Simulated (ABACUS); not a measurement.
Input and output of a self-consistent single point for Bi2Se3 (R-3m, 5 atoms in the cell; from Materials Project mp-541837) (ABACUS).

Computed with PBE, numerical atomic orbitals DZP (confined pseudo-atomic orbitals with Gaussian additions; energy shift 0.01 Ry), PseudoDojo 0.5 standard norm-conserving PBE (tails mended) pseudopotentials in ABACUS.

```
Bi2Se3
1.0
    2.09569     1.20994     9.97623
   -2.09569     1.20994     9.97623
    0.00000    -2.41989     9.97623
Bi Se
2 3
Direct
  0.39844   0.39844   0.39844
  0.60156   0.60156   0.60156
  0.00000   0.00000   0.00000
  0.21572   0.21572   0.21572
  0.78428   0.78428   0.78428
```

Reference input (self-consistent single point, DFT, PBE, numerical atomic orbitals DZP (confined pseudo-atomic orbitals with Gaussian additions; energy shift 0.01 Ry), PseudoDojo 0.5 standard norm-conserving PBE (tails mended) pseudopotentials): basis = DZP numerical atomic orbitals, energy shift 0.01 Ry; KPT = Gamma 6 6 6 0 0 0; basis_type = lcao; ecutwfc = 100 Ry; smearing_method = gaussian; smearing_sigma = 0.00146997 Ry; potentials = PseudoDojo 0.5 standard norm-conserving PBE (tails mended); symmetry = 1; ks_solver = genelpa; scf_nmax = 100; scf_thr = 1.0e-07; mixing_type = broyden. This run's input differs from it in these lines:

```diff
@@ -54,3 +54,3 @@
 Gamma
-6 6 6 0 0 0
+3 3 3 0 0 0
```

Output (repeated stretches shortened):

```
 SELF-CONSISTENT
 -------------------------------------------

                  longest orb rcut (Bohr) = 7.1
   longest nonlocal projector rcut (Bohr) = 2.54
                     search radius (Bohr) = 19.3

                          real space grid = [ 125, 125, 125 ]
                                 init_chg = atomic

 LCAO ALGORITHM --------------- ION=   1  ELEC=   1--------------------------------

 Density error is 0.0451068311262
 E_KohnSham     -1054.5334565738     -14347.6637410399
 E_Fermi        0.6353673378         8.6446161169

 LCAO ALGORITHM --------------- ION=   1  ELEC=   2--------------------------------

   [... lines left out ...]

   [... 6 blocks of this kind left out ...]

 LCAO ALGORITHM --------------- ION=   1  ELEC=   9--------------------------------

 Density error is 4.56851972928e-07
 E_KohnSham     -1054.6439792350     -14349.1674789898
 E_Fermi        0.6238161494         8.4874541369

 LCAO ALGORITHM --------------- ION=   1  ELEC=  10--------------------------------

 Density error is 8.58925114643e-08
 E_KohnSham     -1054.6439792350     -14349.1674789896
 E_KS(sigma->0) -1054.6439792350     -14349.1674789896
 E_entropy(-TS) -0.0000000000        -0.0000000000
 E_Fermi        0.6238160690         8.4874530424
 charge density convergence is achieved
 final etot is -14349.167479 eV
 EFERMI = 8.4874530424 eV

 STATE ENERGY(eV) AND OCCUPATIONS    NSPIN == 1
   [... 46 lines left out ...]

 TOTAL-FORCE (eV/Angstrom)
                       Bi1         0.0000000000         0.0000000000         0.0324348498
                       Bi2         0.0000000000         0.0000000000        -0.0324348498
                       Se1         0.0000000000         0.0000000000         0.0000000000
                       Se2         0.0000000000         0.0000000000         0.0680752117
                       Se3         0.0000000000         0.0000000000        -0.0680752117

 TOTAL-STRESS (KBAR)
       -10.2343524905         0.0000000000         0.0000000000
         0.0000000000       -10.2343519078        -0.0000003420
         0.0000000000        -0.0000003420       -16.5147493298
 TOTAL-PRESSURE: -12.327818 KBAR

 --------------------------------------------
 !FINAL_ETOT_IS -14349.1674789895823778 eV
 --------------------------------------------
```

The run converged in 10 iterations. Against the reference run the free energy goes up by 12.3 meV/atom and the pressure stays near -1.23 GPa while the zz stress (positive for compression) goes from -1.05 to -1.65 GPa.

Spin-orbit coupling is left out, which matters for bands and gaps with elements this heavy. The atom-centred basis is finite, which shifts total energies and pressures against plane waves. This run is one point of a test of settings, so its values need not be converged; read them against the reference run alone. The structure comes from a collection of computed structures, made at another level of theory; the collection holds predicted forms beside known ones.

Cost on one core: very roughly 60 core-seconds.

The atomic orbitals were generated for these runs; they are not ABACUS's published sets and were checked against plane waves on a few crystals only.

“Tails mended”: in these copies of the files the far tail of each local potential was reset to the Coulomb form.
